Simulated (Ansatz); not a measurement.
**Structures of Bi3H2: which is lowest?**

Plane-wave DFT in Ansatz with scalar-relativistic PAW potentials, cutoff 420 eV, Γ-centred meshes chosen by cell and gap, Gaussian smearing with energies taken to zero width. Every cell was relaxed (cell and atoms) in a run of its own, within the symmetry of its start. Functional: PBE.

Relaxed structures (starts from databases or built by putting these elements on another compound's sites):
A. P-3m1, 5 atoms in the computed cell, a = 4.014 Å, c = 8.009 Å; sites (symmetry × multiplicity) Bi -3m. × 1 + 3m. × 2, H 3m. × 2; start: built
B. R-3m, 5 atoms in the computed cell, a = 3.919 Å, c = 25.088 Å; sites (symmetry × multiplicity) Bi -3m × 3 + 3m × 6, H 3m × 6; start: built

Q: Rank them by energy. Could pressure change the order?

A:
```tsv
structure	group	E − E(lowest) (meV/atom)	V (Å³/atom)	gap on mesh (eV)
B	R-3m	0.0	22.25	0.00
A	P-3m1	31	22.36	0.00
```

B is lowest, 31 meV/atom under A. The lowest is also the densest of these, so pressure wouldn't bring one of the others in at first order. Other structures may lie lower than all of these, and vibrations aren't counted.

Spin-orbit coupling is left out, which matters for the bands of heavy elements. For Tl, Pb and Bi spin-orbit coupling shifts energies too.